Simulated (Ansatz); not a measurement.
ZrCuGe₂ in space group P4/nmm (No. 129; Zr on 2c, Cu on 2b, Ge on 2a, Ge on 2c), DFT-PBE in the program Ansatz with PAW potentials, all energies at zero smearing, with the estimated change up to a 700 eV cutoff added, with one set of potentials and settings (totals compare only within such a set). Cell of 8 atoms (2 Zr, 2 Cu, 4 Ge): -38801.998 eV.

| element | reference phase | E (eV/atom) |
|---|---|---|
| Zr | P6_3/mmc, 2 atoms in the cell | -4183.8611 |
| Cu | Fm-3m, 1 atoms in the cell | -6625.1847 |
| Ge | Fd-3m, 2 atoms in the cell | -4294.9907 |

Formation energy per atom, worked out: (-38801.998 − 2×(-4183.8611) − 2×(-6625.1847) − 4×(-4294.9907))/8 = -0.493 eV/atom (-48 kJ per mol of atoms), at 0 K, without zero-point energy or fitted corrections.

The first step of the workflow began from a Materials Project structure, measured or hypothetical; the Crystallography Open Database copy checked does not list it. Whether it is the stable phase at ambient conditions was not checked. The PBE relaxation kept the symmetry of its start; whether a distortion lowers the energy is not shown. No spin polarisation was allowed. The references are the lowest solids computed at this level, not always the standard phases.

Potentials: the earlier of the program's two PAW sets.
